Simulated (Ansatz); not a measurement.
Y(AlSi)₂ (space group P-3m1)

```yaml
crystal:
  lattice:
    - [4.17029, 0.00000, 0.00000]
    - [-2.08514, 3.61157, 0.00000]
    - [0.00000, 0.00000, 6.51056]
  atoms:
    - { symbol: Y, position: [0.00000, 0.00000, 0.00000] }
    - { symbol: Al, position: [0.66667, 0.33333, 0.35513] }
    - { symbol: Al, position: [0.33333, 0.66667, 0.64487] }
    - { symbol: Si, position: [0.66667, 0.33333, 0.74276] }
    - { symbol: Si, position: [0.33333, 0.66667, 0.25724] }
```

Grid over V/V₀ and (c/a)/(c/a)₀, subscript 0 meaning the relaxed cell; the conventional c axis lies along z; no internal relaxation.

Method: PBEsol (plane waves to 420 eV, PAW, scalar-relativistic; Ansatz, a program for electronic structure). k mesh 13×13×7 (Γ-centred), Fermi-Dirac smearing 0.05 eV. Stress and pressure are positive under compression. As the atoms are clamped, bonds stretch with the cell, which overstates energies and stresses. With partly filled bands, the response to shear is sensitive to the k mesh, so small differences along c/a are uncertain. Y(AlSi)2 is run without spin polarisation. Y(AlSi)2 was relaxed with its symmetry unable to fall.

At one point of the scan the stress tensor (GPa) is:

```
   -1.9      0.0      0.0
    0.0     -1.9      0.0
    0.0      0.0     -5.5
```

Problem. Which point is it?
(A) V/V₀ = 1.020, (c/a)/(c/a)₀ = 1.000
(B) V/V₀ = 1.040, (c/a)/(c/a)₀ = 1.080
(C) V/V₀ = 1.020, (c/a)/(c/a)₀ = 1.080
(D) V/V₀ = 1.040, (c/a)/(c/a)₀ = 1.040

Solution. D, V/V₀ = 1.040, (c/a)/(c/a)₀ = 1.040

(A scan under strain: stresses follow from slopes of the energy per volume, elastic moduli from its curvatures.)
